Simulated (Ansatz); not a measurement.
A geometry of I away from equilibrium: step 2 of the relaxation of a relaxed I cell displaced along its unstable phonon at q = (½, 0, 0) of its primitive reciprocal cell (89i cm⁻¹), largest move 0.15 Å. All values below come from PBE (plane waves to 420 eV, PAW, scalar-relativistic; Ansatz, a quantum-chemistry and plane-wave program). Γ-centred k-mesh 9×9×4 on the run's cell (coarser than for final values), Fermi–Dirac smearing 0.05 eV.

```xyz
8
Lattice="8.9483 0.0236 0.0000 -2.2268 3.8570 0.0000 0.0000 0.0000 9.3201" Properties=species:S:1:pos:R:3:forces:R:3 pbc="T T T" free_energy=-60101.995 pressure_GPa=-0.1
I      0.0000     0.0000     0.0000    0.0000    0.0000    0.0000
I      4.4742     0.0118     0.0000    0.0000    0.0000    0.0000
I      0.0000     0.0000     4.6600    0.0000    0.0000    0.0000
I      4.4742     0.0118     4.6600    0.0000    0.0000    0.0000
I     -0.1763     2.8496     2.3300   -0.8221    0.5939    0.0000
I      4.6270     2.2913     2.3300    0.1033   -1.0089    0.0000
I      2.0945     1.5893     6.9900   -0.1033    1.0089    0.0000
I      6.8978     1.0311     6.9900    0.8221   -0.5939    0.0000
```

Positions in Å, forces in eV/Å, free energy of the cell in eV (comparable only within this code, potentials and settings). Largest force: 1.01 eV/Å, on I5, I6, I7, I8 (atoms numbered as listed); the geometry lies 0.30 eV/atom above the end of its relaxation.

No spin polarisation in the result. Without a van der Waals term the distances between weakly bound units are poorly fixed.

The run could not lose the symmetry of its start, so the end can be a saddle point.

The end of the path is a generated cell of I: the first start was made by placing the elements on the sites of a structure type, and the end was not matched to a known phase here, so it may be hypothetical. Known forms of I include space group No. 64.
